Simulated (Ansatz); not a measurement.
SiC (6H type, space group P6_3mc)

```
CELL_PARAMETERS angstrom
      3.07849     0.00000     0.00000
     -1.53924     2.66605     0.00000
      0.00000     0.00000    15.10677
ATOMIC_POSITIONS crystal
  Si 0.00000 0.00000 0.99982
  Si 0.00000 0.00000 0.49982
  Si 0.66667 0.33333 0.83309
  Si 0.33333 0.66667 0.33309
  Si 0.66667 0.33333 0.16660
  Si 0.33333 0.66667 0.66660
  C  0.00000 0.00000 0.87447
  C  0.00000 0.00000 0.37447
  C  0.66667 0.33333 0.70810
  C  0.33333 0.66667 0.20810
  C  0.66667 0.33333 0.04163
  C  0.33333 0.66667 0.54163
```

The slice is a (0001) plane (indices of the conventional cell) through the point (0.667, 0.333, 0.708) (fractional), spanned by u = [110] and v = [1 -1 0] in vectors of this cell: u (3.08 Å) and v (5.33 Å, at 90° to u). It covers one period; positions are fractions (u, v).

Computed with r2SCAN (plane waves to 500 eV, PAW, scalar-relativistic; Ansatz, a first-principles code). k mesh 10×10×2. These are valence fields of a PAW run, semicore shells included where kept as valence: close to a nucleus they are smooth pseudo fields. SiC was relaxed with its symmetry unable to fall.

Predict the map of the electron localisation function (ELF) on the slice.


```
|xxxx777766331133667777xx|
|888888664411001144668888|
|999988662200000022668899|
|999977441100000011447799|
|776644332211111122334466|
|112244556655555566554422|
|113377998888778888997733|
|225599999988668899999955|
|3366999999xxxxxx99999966|
|3355889977xxxxxx77998855|
|1133667777xxxxxx77776633|
|001144668888888888664411|
|000022668899999988662200|
|000011447799999977441100|
|111122334466776644332211|
|555566554422112244556655|
|778888997733113377998888|
|668899999955225599999988|
|xxxx999999663366999999xx|
|xxxx779988553355889977xx|
```
Scale: ten equal steps from 0.04 (start of '0') to 0.90 (end of '9'), in the order '0123456789'. Values: electron localisation function (ELF). The map has 12 points along u (two characters each, u = 0 at the left) and 20 along v (v = 0 in the bottom row). Points within 0.4 Å of a nucleus are blanked (x), as the pseudised field means little there.
